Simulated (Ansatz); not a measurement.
The relaxed structure here is a generated cell of InSe: the first start was made by placing the elements on the sites of a structure type, and the end was not matched to a known phase here, so it may be hypothetical. Known forms of InSe include space group No. 194.

A structure of InSe relaxed with PBEsol (plane waves to 420 eV, PAW, scalar-relativistic; Ansatz, a first-principles code); single points at other levels follow on the same geometry (Ansatz, PAW; HSE06 at 420 eV on a 6×6×4 k-mesh; no spin-orbit coupling). Space group P3m1 (No. 156).

InSe is taken in the trigonal space group P3m1 (No. 156), Pearson symbol hP4. Lattice parameters: a = 4.210 Å, b = 4.210 Å, c = 7.508 Å, α = 90.00°, β = 90.00°, γ = 120.00°. In1 on 1c has 4 Se at 2.584–2.703 Å (tetrahedral). In2 on 1b sees 3 Se at 2.838 Å and 3 Se at 3.329 Å (octahedral). Se1 on 1a has 3 In at 2.703 Å and 3 In at 3.329 Å. Se2 on 1c is coordinated by 1 In at 2.584 Å and 3 In at 2.838 Å (tetrahedral). (Neighbours: up to the widest gap in distance over summed covalent radii, below 1.35, at either atom; cation-cation and far metal-metal contacts left out.)

```csv
level,gap (eV),kind,conduction minimum
PBEsol,0.12,indirect,H
HSE06,(withheld),–,(withheld)
```

### Question
Some entries are withheld; supply them.

### Answer

- HSE06, gap (eV): 0.36
- HSE06, conduction minimum: A

HSE06 gaps come from a coarse mesh plus a few chosen points, so they may be too large. No spin polarisation in the result.

It was reached from a disturbed copy of a F-43m (No. 216) cell (zinc blende type), against which it lies -0.16 eV/atom.
